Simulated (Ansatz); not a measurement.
Mg:
```yaml
crystal:
  lattice:
    - [3.18913, 0.00000, 0.00000]
    - [-1.59456, 2.76187, 0.00000]
    - [0.00000, 0.00000, 5.10787]
  atoms:
    - { symbol: Mg, position: [0.33333, 0.66667, 0.25000] }
    - { symbol: Mg, position: [0.66667, 0.33333, 0.75000] }
```

This is the PBEsol-relaxed structure. x, y and z are the axes in which the lattice vectors are written.

**Question.** All from the program Ansatz at the PBEsol level (PAW), unless another level is named. Give the Debye temperature from the elastic constants.

**Answer.** 392 K.

**Question.** Next, the elastic constants (relaxed ions, GPa)?

**Answer.** C11 = 63.4, C12 = 26.2, C13 = 21.6, C33 = 72.1, C44 = 19.4.

Space group P6_3/mmc (hcp (Mg type)). The PBEsol relaxation kept the symmetry of its start. As this level gives no gap, shear constants depend on the k-mesh and smearing (Fermi–Dirac, 0.1 eV here). On the denser mesh and wider smearing of the elastic run this cell carries a stress of 0.5 GPa.

Potentials: the earlier of the program's two PAW sets. The files were generated under PBE; for other functionals the program regenerates the frozen cores, and for LDA and PBEsol the local potential too.
